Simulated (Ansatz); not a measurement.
NbSiO:
```cif
data_Nb2O2Si2
_chemical_formula_sum 'Nb2 Si2 O2'
_space_group_name_H-M_alt 'P4/nmm :1'
_space_group_IT_number 129
_space_group_name_Hall 'P 4ab 2ab -1ab'
_cell_length_a 3.26700
_cell_length_b 3.26700
_cell_length_c 6.89352
_cell_angle_alpha 90.000
_cell_angle_beta 90.000
_cell_angle_gamma 90.000
loop_
_space_group_symop_operation_xyz
  'x, y, z'
  '-y+1/2, x+1/2, z'
  '-x, -y, z'
  'y+1/2, -x+1/2, z'
  'x+1/2, -y+1/2, -z'
  '-y, -x, -z'
  '-x+1/2, y+1/2, -z'
  'y, x, -z'
  '-x+1/2, -y+1/2, -z'
  'y, -x, -z'
  'x+1/2, y+1/2, -z'
  '-y, x, -z'
  '-x, y, z'
  'y+1/2, x+1/2, z'
  'x, -y, z'
  '-y+1/2, -x+1/2, z'
loop_
_atom_site_label
_atom_site_type_symbol
_atom_site_symmetry_multiplicity
_atom_site_Wyckoff_symbol
_atom_site_fract_x
_atom_site_fract_y
_atom_site_fract_z
_atom_site_occupancy
Nb1 Nb 2 c 0.50000 0.00000 0.29895 1
Si1 Si 2 a 0.00000 0.00000 0.00000 1
O1 O 2 c 0.00000 0.50000 0.39033 1
```

Relaxed with r²SCAN.

**Question.** Which orbitals make up the states near the Fermi level in the program Ansatz at the r²SCAN level (PAW)?

**Answer.** Within 0.5 eV of the Fermi level: Nb 4d 77 %, O 2p 8 %, Si 3p 5 %, outside the projected shells 5 %. Projections are on Löwdin-orthogonalised atomic valence shells; empty p or d shells of many metals are not among them.

**Question.** Tabulate the density of states.

**Answer.** States/eV per cell of 6 atoms, in 0.25 eV bins, energy from the Fermi level.

| E (eV) | total | Nb 4d | O 2p | Si 3p |
|---|---|---|---|---|
| -7.85 | 2.04 | 0.45 | 0.93 | 0.35 |
| -7.60 | 6.29 | 1.32 | 3.64 | 0.69 |
| -7.35 | 3.88 | 0.77 | 2.35 | 0.32 |
| -7.10 | 2.63 | 0.53 | 1.51 | 0.28 |
| -6.85 | 2.34 | 0.44 | 1.27 | 0.33 |
| -6.60 | 2.92 | 0.55 | 1.56 | 0.45 |
| -6.35 | 6.64 | 1.44 | 4.27 | 0.48 |
| -6.10 | 5.77 | 1.25 | 3.82 | 0.35 |
| -5.85 | 4.69 | 0.91 | 2.99 | 0.51 |
| -5.60 | 4.80 | 0.78 | 3.12 | 0.61 |
| -5.35 | 3.83 | 0.50 | 2.53 | 0.57 |
| -5.10 | 3.42 | 0.42 | 2.26 | 0.53 |
| -4.85 | 3.32 | 0.40 | 2.26 | 0.47 |
| -4.60 | 1.76 | 0.29 | 0.86 | 0.46 |
| -4.35 | 1.52 | 0.32 | 0.50 | 0.56 |
| -4.10 | 1.53 | 0.39 | 0.31 | 0.67 |
| -3.85 | 1.75 | 0.48 | 0.32 | 0.79 |
| -3.60 | 2.49 | 0.77 | 0.39 | 1.14 |
| -3.35 | 4.22 | 1.61 | 0.61 | 1.78 |
| -3.10 | 4.46 | 1.90 | 0.71 | 1.64 |
| -2.85 | 3.85 | 1.57 | 0.76 | 1.36 |
| -2.60 | 2.25 | 1.14 | 0.27 | 0.72 |
| -2.35 | 1.17 | 0.59 | 0.11 | 0.38 |
| -2.10 | 0.80 | 0.43 | 0.06 | 0.25 |
| -1.85 | 0.82 | 0.47 | 0.06 | 0.23 |
| -1.60 | 0.84 | 0.51 | 0.07 | 0.21 |
| -1.35 | 1.01 | 0.65 | 0.09 | 0.21 |
| -1.10 | 1.01 | 0.67 | 0.09 | 0.18 |
| -0.85 | 0.83 | 0.59 | 0.08 | 0.11 |
| -0.60 | 2.10 | 1.57 | 0.20 | 0.19 |
| -0.35 | 1.75 | 1.31 | 0.18 | 0.12 |
| -0.10 | 3.85 | 3.13 | 0.31 | 0.17 |
| 0.15 | 2.38 | 1.81 | 0.22 | 0.11 |
| 0.40 | 3.03 | 2.24 | 0.21 | 0.17 |
| 0.65 | 2.69 | 1.95 | 0.20 | 0.16 |
| 0.90 | 3.27 | 2.33 | 0.24 | 0.19 |
| 1.15 | 4.42 | 3.19 | 0.33 | 0.28 |
| 1.40 | 4.24 | 3.07 | 0.37 | 0.32 |
| 1.65 | 4.37 | 3.19 | 0.39 | 0.37 |
| 1.90 | 3.33 | 2.36 | 0.31 | 0.26 |
| 2.15 | 6.28 | 4.31 | 0.44 | 0.47 |
| 2.40 | 5.04 | 3.28 | 0.43 | 0.60 |
| 2.65 | 4.75 | 3.13 | 0.56 | 0.58 |
| 2.90 | 5.13 | 3.35 | 0.66 | 0.57 |
| 3.15 | 3.65 | 2.38 | 0.48 | 0.36 |
| 3.40 | 3.28 | 1.98 | 0.44 | 0.40 |
| 3.65 | 2.52 | 1.38 | 0.31 | 0.42 |
| 3.90 | 2.53 | 1.19 | 0.26 | 0.57 |
| 4.15 | 2.17 | 0.84 | 0.18 | 0.56 |
| 4.40 | 2.06 | 0.69 | 0.14 | 0.58 |
| 4.65 | 2.00 | 0.56 | 0.12 | 0.54 |
| 4.90 | 2.14 | 0.47 | 0.11 | 0.49 |

The start of the workflow was typed in or built on a structure type; neither database checked (COD, Materials Project) lists it. Whether it is the stable phase at ambient conditions was not checked. The r²SCAN relaxation kept the symmetry of its start; its stability against distortions is not shown here. The workflow began spin-polarised and lost its moments. Scalar-relativistic: spin–orbit coupling is off unless named, which matters more the heavier the elements.

Potentials: the later of the program's two PAW sets.
